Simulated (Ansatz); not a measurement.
## ⁸⁷Rb NMR of the central transition in RbSb4F13

Cell: an entry of the Crystallography Open Database (COD) whose atoms were relaxed with PBE, the cell held.

Space group I4/m (No. 87); a = 9.6350, c = 6.5630 Å.

| site | Wyckoff | site symmetry | x | y | z |
| --- | --- | --- | --- | --- | --- |
| Rb | 2b | 4/m.. | 0.0000 | 0.0000 | 0.5000 |
| Sb | 8h | m.. | 0.2771 | 0.9937 | 0.0000 |
| F6 | 2a | 4/m.. | 0.0000 | 0.0000 | 0.0000 |
| F7 | 8h | m.. | 0.3766 | 0.9386 | 0.5000 |
| F11 | 16i | 1 | 0.1126 | 0.7918 | 0.7780 |

One atom of each set is listed; the run and its k-mesh use a cell of 18 atoms with edges of 7.56, 7.56, 7.56 Å.

Method: Kohn–Sham DFT in Ansatz, PBE, plane waves and PAW, scalar-relativistic, 420 eV cutoff, Γ-centred 5×5×5 k-points, Fermi–Dirac smearing 0.02 eV.

⁸⁷Rb has I = 3/2 and Q = 133.5 mb (Pyykkö 2018); at 23.5 T its Larmor frequency is ν₀ = 328.6 MHz. Only the quadrupole interaction is simulated: positions count from each site's isotropic chemical shift, and J coupling is left out, as are shift anisotropy and dipolar coupling, which fast spinning averages.

**Question.** Simulate the second-order pattern (fast magic-angle spinning, Gaussian broadening 0.3 kHz) of site Rb (14 F at 2.92–3.68 Å).

**Answer.** The calculation gives C_Q = -7.07 MHz and η = 0.00, so ν_Q = 3.54 MHz and the centre of gravity lies at -11.6 ppm (-3.81 kHz).

```
offset (kHz)  height
      -9.900       0
      -9.609       1
      -9.317       4
      -9.026       5
      -8.734       5
      -8.442       5
      -8.151       5
      -7.859       5
      -7.568       5
      -7.276       5
      -6.985       6
      -6.693       6
      -6.402       6
      -6.110      31
      -5.819      78
      -5.527      53
      -5.236      42
      -4.944      38
      -4.653      35
      -4.361      34
      -4.069      33
      -3.778      33
      -3.486      34
      -3.195      35
      -2.903      36
      -2.612      39
      -2.320      43
      -2.029      51
      -1.737      71
      -1.446     100
      -1.154      22
      -0.863       0
```

An axis of threefold or higher order runs through Rb, so V_zz lies along it and η is zero.

Without spin–orbit coupling (the program notes it for Rb) the gradients are little affected as a rule: paired runs on crystals with a gap mostly move them by under 2 % at such atoms. The database positions were far from equilibrium, so the relaxed structure may not be the compound's real one.
